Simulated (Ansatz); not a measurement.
## InP: hydrostatic pressure series

These are results of DFT r2SCAN, scalar-relativistic, plane waves, PAW in Ansatz 0.2.0, not measurements. Run with 500 eV cutoff, 8×8×8 k-mesh, Gaussian smearing of 0.02 eV, no spin polarisation.

Starting point, cell and atoms relaxed:

```yaml
crystal:
  lattice:
    - [0.00000, 2.95375, 2.95375]
    - [2.95375, 0.00000, 2.95375]
    - [2.95375, 2.95375, 0.00000]
  atoms:
    - { symbol: In, position: [0.00000, 0.00000, 0.00000] }
    - { symbol: P, position: [0.25000, 0.25000, 0.25000] }
```

Cell and atoms are relaxed at each pressure within the symmetry of the start, at zero temperature, so transitions that lower the symmetry aren't seen. The k-mesh given is that at zero pressure and may differ at others. a, b and c are the lengths of the cell vectors above. Gaps are generalised Kohn–Sham gaps over the whole zone.

```csv
P (GPa),V (Å³/atom),V/V0,a (Å),b (Å),c (Å)
-1,26.18,1.016,4.199,4.199,4.199
0,25.77,1.000,4.177,4.177,4.177
1,25.40,0.986,4.157,4.157,4.157
4,24.47,0.949,4.106,4.106,4.106
12,22.61,0.877,3.999,3.999,3.999
25,20.62,0.800,3.878,3.878,3.878
50,18.27,0.709,3.725,3.725,3.725
90,16.08,0.624,3.570,3.570,3.570
```

Q: What bulk modulus and pressure derivative fit these points?

A: A third-order Birch–Murnaghan fit gives B0 = 70 GPa and B0' = 4.2.

Q: What does pressure do to the gap?

A: The gaps are 0.93 eV at -1 GPa, 1.03 eV at 0 GPa, 1.11 eV at 1 GPa, 1.33 eV at 4 GPa, 1.78 eV at 12 GPa, 1.61 eV at 25 GPa, 1.29 eV at 50 GPa, 0.90 eV at 90 GPa.

Cost: 8 runs of about 2.8 core-minutes in all, on Arm Neoverse V1 (shared hosts).